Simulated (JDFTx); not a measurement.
```json
{
 "surface": "TiC(100), C/Ti outermost, slab composition Ti4C4",
 "bulk": "TiC, Fm-3m, lattice of mp-631 (not re-optimised)",
 "slab": "8 atoms in 4 planes, 1x1, 6.6 Å between the outermost planes",
 "in-plane cell": "3.063 × 3.063 Å, 9.38 Å²",
 "cell_height": "22.5 Å",
 "sampling": "8×8×1 k mesh, Fermi smearing 0.01 Ha, no spin polarisation"
}
```

Whether this polymorph is the ambient one wasn't checked. Neither spin polarisation nor a larger cell was tried.

Final geometry:
```
TiC(100)
1.0
    3.0628     0.0000     0.0000
    0.0000     3.0628     0.0000
    0.0000     0.0000    22.5000
C Ti
4 4
Direct
  0.0000   0.0000   0.3536
  0.5000   0.5000   0.4519
  0.0000   0.0000   0.5481
  0.5000   0.5000   0.6464
  0.5000   0.5000   0.3590
  0.0000   0.0000   0.4519
  0.5000   0.5000   0.5481
  0.0000   0.0000   0.6410
```

Computed with a modified build of JDFTx: PBE, GBRV ultrasoft potentials, plane waves to 20/100 Ha. Liquid on both sides: nonlinear PCM (GLSSA13), water, 0.5 M KF; nuclei fixed, outer atoms relaxed in vacuum. Potentials are on the SHE scale by the convention U = −μ/e − 4.44 V; references calibrated for a solvation model differ from this value. Ideal, unreconstructed faces without any overlayer. Convergence in thickness and k mesh wasn't tested for this slab.

| U (V vs SHE) | μ (eV) | excess electrons per cell | σ (μC/cm², per face) | run |
|---|---|---|---|---|
| -1.10 | -3.34 | … | … | fixed potential |
| -0.78 | -3.66 | 0.000 | 0.0 | neutral |
| -0.65 | -3.79 | -0.022 | 1.9 | fixed potential |
| -0.50 | -3.94 | -0.049 | 4.2 | fixed potential |

Task: Fill in the missing entries, row by row.

Result: 
- -1.10, excess electrons per cell: 0.056
- -1.10, σ (μC/cm², per face): -4.7
